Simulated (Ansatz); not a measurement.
A geometry of MgF₂ away from equilibrium: step 9 of the relaxation of a generated cell, MgF2 placed in the AFLOW prototype A2B_hP6_191_h_e (C_h, as in Cu2Te). Method: PBE (plane waves to 420 eV, PAW, scalar-relativistic; Ansatz, a quantum-chemistry and plane-wave program). Γ-centred k-mesh 7×7×4 on the run's cell (coarser than for final values), Fermi–Dirac smearing 0.05 eV.

```yaml
crystal:
  lattice:
    - [3.73667, 0.00000, 0.00000]
    - [-1.86834, 3.23606, 0.00000]
    - [0.00000, 0.00000, 6.78458]
  atoms:
    - { symbol: F, position: [0.33333, 0.66667, 0.25000] }
    - { symbol: F, position: [0.66667, 0.33333, 0.25000] }
    - { symbol: F, position: [0.66667, 0.33333, 0.75000] }
    - { symbol: F, position: [0.33333, 0.66667, 0.75000] }
    - { symbol: Mg, position: [0.00000, 0.00000, 0.25000] }
    - { symbol: Mg, position: [0.00000, 0.00000, 0.75000] }
```

**Question.** Which atoms carry the largest force, and which way does it point?

**Answer.** No atom: all forces are below 0.005 eV/Å; only the cell is out of equilibrium.

**Question.** What is the pressure?

**Answer.** +3.9 GPa, compression positive.

**Question.** How far above the relaxed end point is this geometry?

**Answer.** 0.08 eV/atom; the path ends in P6/mmm (No. 191).

No spin polarisation in the result.

The run could not lose the symmetry of its start, so the end can be a saddle point.

The end of the path is a generated cell of MgF2: the first start was made by placing the elements on the sites of a structure type, and the end was not matched to a known phase here, so it may be hypothetical. Known forms of MgF2 include space group No. 136.
